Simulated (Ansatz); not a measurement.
**From the elastic tensor of Al at 22 GPa (stress–strain coefficients) to moduli and sound speeds**

All numbers below come from DFT PBEsol, scalar-relativistic, plane waves, PAW in Ansatz. Settings: 420 eV plane-wave cutoff, Γ-centred 18×18×10 mesh, Fermi-Dirac smearing of 0.15 eV. No spin polarisation.

Symmetry: P6_3/mmc, No. 194, hexagonal system. Conventional cell: a = 2.673 Å, b = 2.673 Å, c = 4.378 Å, α = 90.00°, β = 90.00°, γ = 120.00°. Al (site symmetry -6m2) has 12 Al at 2.67 to 2.68 Å as nearest neighbours.

In a metal, frequencies and elastic constants depend on the k mesh and the smearing, soft modes and shear constants most. Other phases may be more stable at this pressure.

Relaxed-ion constants (GPa, on the Cartesian axes of the calculation):
```
247.3 129.7 118.7   0.0   0.0   0.0
129.7 247.3 118.7   0.0   0.0   0.0
118.8 118.8 250.0   0.0   0.0   0.0
  0.0   0.0   0.0  33.1   0.0   0.0
  0.0   0.0   0.0   0.0  33.1   0.0
  0.0   0.0   0.0   0.0   0.0  58.8
```

Density 3.307 g/cm³; 2 atoms in 27.09 Å³.

The values that follow are for a polycrystal of randomly turned grains, by Hill's mean where one number stands.

With S = C⁻¹: B_V = (C11+C22+C33+2(C12+C13+C23))/9, G_V = (C11+C22+C33−C12−C13−C23+3(C44+C55+C66))/15, 1/B_R = S11+S22+S33+2(S12+S13+S23), 15/G_R = 4(S11+S22+S33−S12−S13−S23)+3(S44+S55+S66); Hill is their mean. Then v_l = √((B+4G/3)/ρ), v_t = √(G/ρ), v_m = [(2/v_t³+1/v_l³)/3]^(−1/3) and Θ = (ħ/k_B)·v_m·(6π²n/V)^(1/3) for n atoms in the volume V; E = 9BG/(3B+G), ν = (3B−2G)/(2(3B+G)) and A^U = 5G_V/G_R + B_V/B_R − 6.

```json
{
 "Bulk modulus, Voigt / Reuss / Hill": "164.3 / 164.3 / 164.3 GPa",
 "Shear modulus, Voigt / Reuss / Hill": "50.1 / 45.7 / 47.9 GPa",
 "Young's modulus": "131 GPa",
 "Poisson ratio": "0.367",
 "Pugh ratio B/G": "3.43",
 "Universal anisotropy index": "0.49",
 "Longitudinal and transverse sound speeds": "8306 and 3806 m/s",
 "Debye temperature from the mean sound speed": "536 K"
}
```

This form isn't the element's structure at ambient conditions.

Cost: 1 run of about 1.9 core-minutes, on Intel Xeon 6975P-C (Granite Rapids) (shared hosts).